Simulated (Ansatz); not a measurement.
LiSnAu:
```xyz
6
Lattice="4.6872 0.0000 0.0000 -2.3436 4.0592 0.0000 0.0000 0.0000 5.9573" Properties=species:S:1:pos:R:3 pbc="T T T"
Li     0.0000     0.0000     0.0000
Li     0.0000     0.0000     2.9786
Au     0.0000     2.7061     1.4893
Au     2.3436     1.3531     4.4679
Sn     2.3436     1.3531     1.4893
Sn     0.0000     2.7061     4.4679
```

Relaxed with PBEsol. Special points in fractions of this cell's reciprocal vectors: Γ (0.000, 0.000, 0.000); M (0.500, 0.000, 0.000); K (0.333, 0.333, 0.000); A (0.000, 0.000, 0.500); L (0.500, 0.000, 0.500); H (0.333, 0.333, 0.500).

List the band energies nearest the Fermi level at these points for DFT-PBEsol in the program Ansatz with PAW potentials.

In eV from the Fermi level; about four levels below and three above (degenerate sets whole), none deeper than 8.9 eV; points with the same levels are listed once.

```
k                          below                          above
-  -----------------------------  -----------------------------
Γ  -4.56 -4.56 -4.02 -3.41 -0.13                 0.22 0.22 2.11
M        -2.77 -2.55 -1.99 -0.05                 0.64 0.98 3.20
K  -2.45 -2.45 -1.77 -1.06 -1.06                 3.97 3.97 4.51
A        -4.66 -4.66 -4.66 -4.66  0.16 0.16 1.45 1.45 1.45 1.45
L        -4.10 -4.10 -1.05 -1.05            1.28 1.28 3.38 3.38
H        -4.10 -4.10 -2.69 -2.69            3.41 3.41 4.05 4.05
```

Space group P6_3/mmc. The workflow started from an entry of the Crystallography Open Database (COD). Whether it is the stable phase at ambient conditions was not checked. Symmetry was held in the PBEsol relaxation; its stability against distortions is not shown here. Scalar-relativistic: spin–orbit coupling is off unless named, which matters more the heavier the elements.

Potentials: the later of the program's two PAW sets.
